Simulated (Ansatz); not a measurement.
Here is the system:

Ti2Pd:
```cif
data_PdTi2
_chemical_formula_sum 'Pd1 Ti2'
_space_group_name_H-M_alt 'P 1'
_space_group_IT_number 1
_cell_length_a 5.35987
_cell_length_b 5.35987
_cell_length_c 5.35987
_cell_angle_alpha 146.528
_cell_angle_beta 146.528
_cell_angle_gamma 48.063
loop_
_space_group_symop_operation_xyz
  'x, y, z'
loop_
_atom_site_label
_atom_site_type_symbol
_atom_site_fract_x
_atom_site_fract_y
_atom_site_fract_z
_atom_site_occupancy
Pd1 Pd 0.00000 0.00000 0.00000 1
Ti1 Ti 0.33577 0.33577 0.00000 1
Ti2 Ti 0.66423 0.66423 0.00000 1
```

This is the PBEsol-relaxed structure.

Q: All from PBEsol in the plane-wave PAW code Ansatz, unless another level is named. Predict the density of states at the Fermi level.

A: 0.59 states/eV per atom (mean over ±0.08 eV).

Q: What about the formation energy from the elements (no fitted shifts)?

A: -0.46 eV/atom.

Space group I4/mmm (MoSi2 or CaC2 type). The workflow started from an entry of the Crystallography Open Database (COD). Its standing as an ambient phase is unchecked. Symmetry was held in the PBEsol relaxation; its stability against distortions is not shown here. The run is not spin-polarised. The references are the lowest solids computed at this level, not always the standard phases. Spin–orbit coupling is left out wherever it is not named.

Potentials: the later of the program's two PAW sets.
